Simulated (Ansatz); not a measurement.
The relaxed structure here is a generated cell of CsSnI3: the first start was made by a random draw of sites in a space group, and the end was not matched to a known phase here, so it may be hypothetical. Known forms of CsSnI3 include space group No. 62, 221.

A structure of CsSnI₃ relaxed with PBEsol (plane waves to 420 eV, PAW, scalar-relativistic; Ansatz, an electronic-structure program); single points at other levels follow on the same geometry (Ansatz, PAW; HSE06 at 420 eV on a 2×4×4 k-mesh; no spin-orbit coupling). Space group Amm2 (No. 38).

```xyz
5
Lattice="11.1147 0.0000 0.0000 0.0000 3.6058 3.6704 0.0000 -3.6058 3.6704" Properties=species:S:1:pos:R:3 pbc="T T T"
Cs     5.5574     0.0000     1.1508
I      9.0928     0.0000     6.6829
I      2.0220     0.0000     6.6829
I      5.5574     0.0000     4.8071
Sn     0.0000     0.0000     1.2450
```

```json
[
 {"level": "PBEsol", "gap (eV)": "1.12", "kind": "direct", "conduction minimum": "Z"},
 {"level": "HSE06", "gap (eV)": "(withheld)", "kind": "–", "conduction minimum": "(withheld)"}
]
```

### Question
Some entries are withheld; supply them.

### Answer

- HSE06, gap (eV): 1.97
- HSE06, conduction minimum: Z

HSE06 gaps come from a coarse mesh plus a few chosen points, so they may be too large. No spin polarisation in the result.

The run could not lower the symmetry of its start; a shaken copy of this end point relaxes with PBEsol to P1 (No. 1), 213 meV/atom lower.
